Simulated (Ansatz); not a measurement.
Al2O3 (corundum), relaxed with HSE06 (Ansatz, an electronic-structure program, plane waves, PAW): a = b = 4.7526 Å, c = 12.9792 Å, α = β = 90.00°, γ = 120.00°.

| Property | Value |
|---|---|
| gap (eV) | 8.16 |
| B₀ by P(V) fit (GPa) | 258 |

The same phase is relaxed and computed with r²SCAN in the same code. What are the cell and these values now?

a = b = 4.759 Å, c = 12.995 Å, α = β = 90.00°, γ = 120.00°.

gap (eV): 7.14
B₀ by P(V) fit (GPa): 256

All cells were relaxed under the symmetry of their starts (and spin orders); stability against distortions was not tested throughout.

Potentials: the later of the program's two PAW sets.

Ansatz is a plane-wave DFT program.
